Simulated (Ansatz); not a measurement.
TiPd$_{3}$:
```
CELL_PARAMETERS angstrom
      3.86731     0.00000     0.00000
      0.00000     3.86731     0.00000
      0.00000     0.00000     3.86731
ATOMIC_POSITIONS crystal
  Ti 0.00000 0.00000 0.00000
  Pd 0.00000 0.50000 0.50000
  Pd 0.50000 0.00000 0.50000
  Pd 0.50000 0.50000 0.00000
```

Relaxed with PBEsol. Special points in fractions of this cell's reciprocal vectors: Γ (0.000, 0.000, 0.000); X (0.000, 0.500, 0.000); M (0.500, 0.500, 0.000); R (0.500, 0.500, 0.500).

**Question.** List the band energies nearest the Fermi level at these points for PBEsol with spin–orbit coupling (plane waves, PAW; program Ansatz).

**Answer.** In eV from the Fermi level; about four levels below and three above (degenerate sets whole), none deeper than 8.9 eV; points with the same levels are listed once.

```tsv
k	below	above
Γ	-0.62 -0.62 -0.62 -0.62	1.11 1.11 1.11 1.11
X	-0.20 -0.20 -0.18 -0.18	0.51 0.51 0.55 0.55
M	-2.29 -2.29 -2.24 -2.24	0.16 0.16 0.18 0.18
R	-0.17 -0.17 -0.17 -0.17 -0.04 -0.04	0.02 0.02 0.77 0.77
```

Space group Pm-3m (Cu3Au type). The workflow started from an entry of the Crystallography Open Database (COD). Its standing as an ambient phase is unchecked. The cell was relaxed with PBEsol under the symmetry of its start; of distortions, only those at the zone centre were tested. No spin polarisation was allowed.

Potentials: the later of the program's two PAW sets.
